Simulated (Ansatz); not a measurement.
## Al3Ni5 (Cmmm), zone-centre modes

The calculation used DFT PBEsol, scalar-relativistic, plane waves, PAW (Ansatz 0.2.0). Cutoff 420 eV, Γ-centred 8×8×10 k-points, Gaussian smearing of 0.15 eV. No spin polarisation. A magnetic state may lie lower.

The starting cell (relaxed at this level; it needn't be the usual structure):

```yaml
crystal:
  lattice:
    - [3.29333, -3.69194, 0.00000]
    - [3.29333, 3.69194, 0.00000]
    - [0.00000, 0.00000, 3.72035]
  atoms:
    - { symbol: Al, position: [0.50000, 0.50000, 0.00000] }
    - { symbol: Al, position: [0.77969, 0.22031, 0.50000] }
    - { symbol: Al, position: [0.22031, 0.77969, 0.50000] }
    - { symbol: Ni, position: [0.00000, 0.00000, 0.00000] }
    - { symbol: Ni, position: [0.00000, 0.50000, 0.00000] }
    - { symbol: Ni, position: [0.50000, 0.00000, 0.00000] }
    - { symbol: Ni, position: [0.27624, 0.27624, 0.50000] }
    - { symbol: Ni, position: [0.72376, 0.72376, 0.50000] }
```

Harmonic modes by finite displacements of 0.02 Å, without the LO–TO term.

At this geometry, is the structure stable against these modes?

Yes: no mode is imaginary beyond 10 cm⁻¹, and only the three translations lie near zero.

List the wavenumbers in cm⁻¹.

0, 0, 0, 125, 137, 155, 167, 186, 191, 203, 204, 207, 212, 238, 263, 295, 316, 322, 328, 331, 334, 352, 358, 405.

Cost: 1 run of about 13 core-minutes, on Intel Xeon Platinum 8488C (Sapphire Rapids) (shared hosts).